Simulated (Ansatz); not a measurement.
WSe2 (2H-MoS2 type, space group P6_3/mmc)

```
WSe2
1.0
    3.23045     0.00000     0.00000
   -1.61522     2.79765     0.00000
    0.00000     0.00000    12.41060
W Se
2 4
Direct
  0.33333   0.66667   0.25000
  0.66667   0.33333   0.75000
  0.33333   0.66667   0.61454
  0.66667   0.33333   0.11454
  0.66667   0.33333   0.38546
  0.33333   0.66667   0.88546
```

Two coordinates are scanned: the volume, and the ratio of the stretch along z (the conventional c axis) to the stretch across it. Atoms keep their fractional coordinates.

Level of theory: PBEsol-D3(BJ) (plane waves to 420 eV, PAW, scalar-relativistic; Ansatz, a quantum-chemistry and plane-wave program). k mesh 12×12×3 (Γ-centred), Fermi-Dirac smearing 0.05 eV. The energy includes the smearing's −TS. As the atoms are clamped, bonds stretch with the cell, which overstates energies and stresses. Spin-orbit coupling is left out, though W is heavy. The PAW data are Ansatz's earlier set. WSe2 is run without spin polarisation. WSe2 was relaxed with its symmetry unable to fall. ΔE is measured from the relaxed starting cell.

Task: Give the computed ΔE (eV/atom) at all points of the grid V/V₀ = 0.920, 0.960, 1.000, 1.040, 1.080 by (c/a)/(c/a)₀ = 0.920, 0.960, 1.000, 1.040, 1.080.

Result: ΔE (eV/atom), with V/V₀ across and (c/a)/(c/a)₀ down:

| (c/a)/(c/a)₀ \ V/V₀ | 0.920 | 0.960 | 1.000 | 1.040 | 1.080 |
|---|---|---|---|---|---|
| 0.920 | 0.1417 | 0.0758 | 0.0489 | 0.0535 | 0.0834 |
| 0.960 | 0.0924 | 0.0329 | 0.0118 | 0.0215 | 0.0562 |
| 1.000 | 0.0703 | 0.0163 | 0.0000 | 0.0141 | 0.0526 |
| 1.040 | 0.0729 | 0.0234 | 0.0111 | 0.0287 | 0.0703 |
| 1.080 | 0.0983 | 0.0522 | 0.0430 | 0.0632 | 0.1071 |

(Under strain, the slope of the energy per volume gives the stress and its curvature an elastic modulus.)
